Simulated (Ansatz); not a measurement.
SrTe (rock salt, Fm-3m), r²SCAN (plane waves, PAW; program Ansatz), all energies at zero smearing, with the estimated change up to a 700 eV cutoff added, with one set of potentials and settings (totals compare only within such a set). Cell of 2 atoms (1 Sr, 1 Te): -10554.028 eV.

```csv
element,reference phase,E (eV/atom)
Sr,"P6_3/mmc, 2 atoms in the cell",-3555.1144
Te,"P3_121, 3 atoms in the cell",-6994.8235
```

Formation energy per atom, worked out: (-10554.028 − 1×(-3555.1144) − 1×(-6994.8235))/2 = -2.045 eV/atom (-197 kJ per mol of atoms), at 0 K, without zero-point energy or fitted corrections.

Symmetry was held in the r²SCAN relaxation. The references are the lowest solids computed at this level, not always the standard phases. Spin–orbit coupling is left out wherever it is not named.

Potentials: the later of the program's two PAW sets.
